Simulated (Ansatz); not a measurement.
BeS:
Space group P6₄22 (No. 181); a = b = 3.4499 Å, c = 7.8318 Å, α = β = 90.00°, γ = 120.00°

```
atom  site  symmetry       x       y       z
----  ----  --------  ------  ------  ------
Be      3c       222  0.5000  0.0000  0.0000
S       3d       222  0.5000  0.0000  0.5000
```

Relaxed with r²SCAN.

Question: Tabulate the valence density and the electron localisation function along the shortest Be–S contact (2.16 Å), plane-wave PAW r²SCAN (Ansatz code).

Answer: 

| distance from Be (Å) | density (e/Å³) | ELF |
|---|---|---|
| 0.22 | 0.09 | 0.00 |
| 0.32 | 0.14 | 0.01 |
| 0.43 | 0.19 | 0.10 |
| 0.54 | 0.25 | 0.37 |
| 0.65 | 0.30 | 0.69 |
| 0.76 | 0.36 | 0.84 |
| 0.87 | 0.42 | 0.89 |
| 0.97 | 0.50 | 0.91 |
| 1.08 | 0.62 | 0.92 |
| 1.19 | 0.76 | 0.93 |
| 1.30 | 0.94 | 0.93 |
| 1.41 | 1.12 | 0.91 |
| 1.51 | 1.23 | 0.86 |
| 1.62 | 1.22 | 0.73 |
| 1.73 | 1.05 | 0.45 |
| 1.84 | 0.74 | 0.13 |
| 1.95 | 0.41 | 0.01 |

The density is the valence pseudo-density with augmentation charge, so density and ELF within about 1 Å of a nucleus are not all-electron values.

Space group P6_422. The start of the workflow was typed in or built on a structure type; neither database checked (COD, Materials Project) lists it. COD files the formula under space group No. 216, so this cell is another polymorph or a model. Whether it is the stable phase at ambient conditions was not checked. Symmetry was held in the r²SCAN relaxation; its stability against distortions is not shown here.

Potentials: the earlier of the program's two PAW sets.
